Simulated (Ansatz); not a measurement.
NaGeCl$_{2}$F$_{6}$ single point

The input, for Ansatz 0.2.0 (plane waves, PAW):

```yaml
crystal:
  lattice:
    - [0.0, 4.203061, 4.203061]
    - [4.203061, 0.0, 4.203061]
    - [4.203061, 4.203061, 0.0]
  atoms:
    - { symbol: F, position: [0.76, 0.24, 0.24] }
    - { symbol: F, position: [0.24, 0.76, 0.24] }
    - { symbol: F, position: [0.24, 0.76, 0.76] }
    - { symbol: F, position: [0.76, 0.24, 0.76] }
    - { symbol: F, position: [0.24, 0.24, 0.76] }
    - { symbol: F, position: [0.76, 0.76, 0.24] }
    - { symbol: Na, position: [0.5, 0.5, 0.5] }
    - { symbol: Ge, position: [0.0, 0.0, 0.0] }
    - { symbol: Cl, position: [0.25, 0.25, 0.25] }
    - { symbol: Cl, position: [0.75, 0.75, 0.75] }
  symmetry: { tolerance: 0.0003 }
kpoints:
  mp_grid: { grid: [5, 5, 5], shift: [0, 0, 0] }
  band_path:
    path:
      - [0.0, 0.0, 0.0]
      - [0.5, 0.0, 0.5]
      - [0.625, 0.25, 0.625]
      - [0.375, 0.375, 0.75]
      - [0.0, 0.0, 0.0]
      - [0.5, 0.5, 0.5]
      - [0.5, 0.25, 0.75]
      - [0.5, 0.0, 0.5]
    npoints: 8
magnetization:
  spin_polarized: false
scf:
  occupations: { method: methfessel_paxton, width: 0.0282 }
  lower_state_search: "off"
  max_iter: 200
hamiltonian:
  pseudopotentials: { kind: paw }
  xc: r2scan
basis:
  ecutwfc: 500
  fft_grid_basis: typed
output:
  forces: true
  stress: true
  eigenvalues: true
  bader: true
  populations: true
  elf: true
  write_potential: true
  volumetric_format: npy
  dos:
    e_range: [-12, 8]
    de: 0.05
    projected: { site_lists: { Cl: [Cl], F: [F], Ge: [Ge], Na: [Na] } }
checkpoint:
  read: saved_state
```

The saved state is an earlier solution for the same cell, perhaps on another mesh. 

Output (shortened):

```
Pseudopotentials: kind: paw
Pseudopotential: F, paw, valence charge 7, recommended cutoff 500 eV (meta_gga), F.paw.azcp
Pseudopotential: Na, paw, valence charge 9, recommended cutoff 500 eV (meta_gga), Na.paw.azcp
Pseudopotential: Ge, paw, valence charge 14, recommended cutoff 500 eV (meta_gga), Ge.paw.azcp
Pseudopotential: Cl, paw, valence charge 7, recommended cutoff 500 eV (meta_gga), Cl.paw.azcp
Functional definition: r2SCAN
  exchange = r2scan_x(k0 = k0, k1 = k1, a1 = a1)
  correlation = r2scan_c
Crystal: 10 atoms, lattice volume = 148.500 Å³
Basis set: ecut = 500 eV, 3719 PW (Γ), exchange–correlation on 180×180×180 points (64 copies of the dense FFT grid, shifted against one another)
Bands: 50, of which v1, the nominal top of the filled ones, is band 40 counted from 1 (39 counted from 0)
Symmetry: 48 space group operations
Space group: Fm-3m (ITA 225), of the structure as read, at distance tolerance 1.6e-3 Å
k-points: 10 of 125
Initial density: read from a saved state, or passed on in memory by an earlier SCF of this step, an earlier step, the calling program or the single point that the run made first
Functional: x = r2scan, c = r2scan; τ floored in thin density (d = 2e-4 eV/Å³)
SCF iter   1: F=—  Δρ=1.07e-3  dr2=4.26e-4  dr2_τ=8.27e-4
SCF iter   2: F=—  S|Δr|=    0.00e0  Δρ=2.05e-4  dr2=4.50e-5  dr2_τ=5.49e-6  defer=1
SCF iter   3: F=—  S|Δr|=    0.00e0  Δρ=9.20e-5  dr2=2.14e-5  dr2_τ=2.90e-7  defer=1
SCF iter   4: F=—  S|Δr|=    0.00e0  Δρ=7.65e-5  dr2=1.68e-5  dr2_τ=1.64e-7  defer=1
SCF iter   5: F=—  S|Δr|=    0.00e0  Δρ=8.36e-5  dr2=1.55e-5  dr2_τ=2.26e-7  defer=1
SCF iter   6: F=—  S|Δr|=    0.00e0  Δρ=6.91e-5  dr2=1.03e-5  dr2_τ=1.58e-7  defer=1
SCF iter   7: F=—  S|Δr|=    0.00e0  Δρ=2.58e-5  dr2=1.22e-6  dr2_τ=2.87e-8  defer=1
SCF iter   8: F=-12813.8626 eV  S|Δr|=    0.00e0  Δρ=7.61e-6  dr2=8.64e-8  dr2_τ=3.70e-9
Free energy (F): -12813.8626 eV
Harris-Foulkes:  -12813.8626 eV  (|F-HF|=3.15e-8)
Internal energy: -12813.8618 eV  (E = F + TS)
E sigma→0 (E₀):  -12813.8624 eV
Entropy (-TS):   -0.0008 eV (-0.077 meV/atom)
Fermi energy:    0.8661 eV
--- Per-component energies (eV) ---
  E_band       = -823.2975
  E_kinetic    = 1775.1000
  E_local      = -8262.5659  (includes V_loc(G=0)·N_el)
  E_nonlocal   = 1033.6004
  E_hartree    = 3208.6436
  E_xc         = -775.2447
  E_vxc        = -1070.7525  (∫ρ·V_xc dr)
  E_paw        = -4854.3557  (= ΣΔE_a)
  E_vpaw       = -790.0387  (= ΣTr[D̂ρ^β])
  E_aug_tail   = 0.0060  (compensation charges beyond the density's cutoff)
  E_vtau       = 74.0822  (kinetic-family band-sum trace: ∫τ·v_τ [+ j·A + Jᵃ·Aᵃ] dr)
  E_ewald      = -4937.4723
  E_core_change = -1.5732  (= ΣΔE_core)
  E_smearing   = -0.0008  (= −TS)
--- Forces (eV/Å), atoms counted from 1 ---
  atom   1  F     -3.0884     0.0000     0.0000
  atom   2  F      0.0000    -3.0884     0.0000
  atom   3  F      3.0884     0.0000     0.0000
  atom   4  F      0.0000     3.0884     0.0000
  atom   5  F      0.0000     0.0000    -3.0884
  atom   6  F      0.0000     0.0000     3.0884
  atom   7  Na     0.0000     0.0000     0.0000
  atom   8  Ge     0.0000     0.0000     0.0000
  atom   9  Cl     0.0000     0.0000     0.0000
  atom  10  Cl     0.0000     0.0000     0.0000
--- Stress (GPa, compression-positive) ---
      -11.5226       0.0000       0.0000
        0.0000     -11.5226       0.0000
        0.0000       0.0000     -11.5226
  P = ⅓ Tr σ = -11.5226 GPa (-115.226 kbar)
--- Löwdin populations: 10 sites ---
  site symbol       q [e]
     0      F      7.4530
     1      F      7.4530
     2      F      7.4530
     3      F      7.4530
     4      F      7.4530
     5      F      7.4530
     6     Na      8.2446
     7     Ge     12.2702
     8     Cl      6.7877
     9     Cl      6.7877
  spilling = 0.0024 (of n_electrons = 79.0000)
--- Bader charges: 10 sites ---
  site symbol  charge [e]  shift [e]
     0      F     -0.6381     0.0016
     1      F     -0.6381     0.0016
     2      F     -0.6381     0.0016
     3      F     -0.6381     0.0016
     4      F     -0.6381     0.0016
     5      F     -0.6381     0.0016
     6     Na      0.9150     0.0005
     7     Ge      2.5360     0.0102
     8     Cl      0.1887     0.0000
     9     Cl      0.1887     0.0000
```

Origin: a known structure type with other elements, at an estimated volume, so it need not be a known compound. Caveats: many states at the Fermi level without spin polarisation, so a magnetic state may lie lower; atoms or cell far from equilibrium.
